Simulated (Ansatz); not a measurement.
CdAs₂ in space group I4_122 (No. 98; Cd on 4a, As on 8f), PBEsol in the plane-wave PAW code Ansatz, all energies at zero smearing, with the estimated change up to a 700 eV cutoff added, with one set of potentials and settings (totals compare only within such a set). Cell of 6 atoms (2 Cd, 4 As): -35620.499 eV.

| element | reference phase | E (eV/atom) |
|---|---|---|
| Cd | P6_3/mmc, 2 atoms in the cell | -8184.0667 |
| As | R-3m, 2 atoms in the cell | -4813.0241 |

Formation energy per atom, worked out: (-35620.499 − 2×(-8184.0667) − 4×(-4813.0241))/6 = -0.045 eV/atom (-4 kJ per mol of atoms), at 0 K, without zero-point energy or fitted corrections.

The first step of the workflow began from a Materials Project structure, measured or hypothetical; the Crystallography Open Database copy checked does not list it. Its standing as an ambient phase is unchecked. The cell was relaxed with PBEsol under the symmetry of its start; whether a distortion lowers the energy is not shown. The references are the lowest solids computed at this level, not always the standard phases.

Potentials: the later of the program's two PAW sets.
